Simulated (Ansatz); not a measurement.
Relaxed KI (rock salt):

```
KI
1.0
    0.00000     3.59063     3.59063
    3.59063     0.00000     3.59063
    3.59063     3.59063     0.00000
I K
1 1
Direct
  0.00000   0.00000   0.00000
  0.50000   0.50000   0.50000
```

Level of theory: PBE (plane waves to 420 eV, PAW, scalar-relativistic; Ansatz, a first-principles code). k mesh 7×7×7 (Γ-centred), Fermi-Dirac smearing 0.05 eV. KI was relaxed with its symmetry unable to fall. Spin-orbit coupling is left out, though I is heavy. The relaxed volume of KI is well above the measured one; the method has no dispersion term.

One atom of the cell was then moved (with its periodic images), all else fixed, and the forces (eV/Å) came out as:

```tsv
atom	Fx	Fy	Fz
I1	-0.130	0.000	0.000
K2	0.130	0.000	0.000
```

With two atoms only their relative shift counts; take I1 as fixed.

Task: Which atom was moved, and by which vector (Å)?

Result: K2, by (-0.14, 0.00, 0.00), 0.14 Å in all.

(A displaced cell: forces are minus the slopes of the energy, force constants its curvatures, and phonons follow from these.)
